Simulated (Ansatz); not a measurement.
Nb in space group P6/mmm (No. 191; Nb on 1a, Nb on 2d) under volume change, plane-wave PAW r²SCAN (Ansatz code), shape and atoms relaxed at each volume.

| V (Å³/atom) | E − E(relaxed) (meV/atom) | P (GPa) |
|---|---|---|
| 16.714 | 90.5 | 18.78 |
| 17.265 | 38.4 | 11.68 |
| 17.816 | (withheld) | (withheld) |
| 18.367 | 0.0 | 0.00 |
| 18.918 | 8.3 | -4.74 |
| 19.469 | 31.9 | -8.85 |
| 20.020 | (withheld) | (withheld) |

Question: Complete the blanks.

Answer: 
- 17.816, E − E(relaxed) (meV/atom): 9.2
- 17.816, P (GPa): 5.45
- 20.020, E − E(relaxed) (meV/atom): 68.5
- 20.020, P (GPa): -12.40

Question: What does a third-order Birch–Murnaghan fit give for V₀, B₀ and B′?

Answer: V₀ = 18.37 Å³/atom, B₀ = 168 GPa, B′ = 3.6.

The start of the workflow was typed in or built on a structure type; neither database checked (COD, Materials Project) lists it. It is not the phase usual at ambient conditions (space group No. 229). Symmetry was held in the r²SCAN relaxation; whether a distortion lowers the energy is not shown. The run is not spin-polarised.

Potentials: the earlier of the program's two PAW sets.
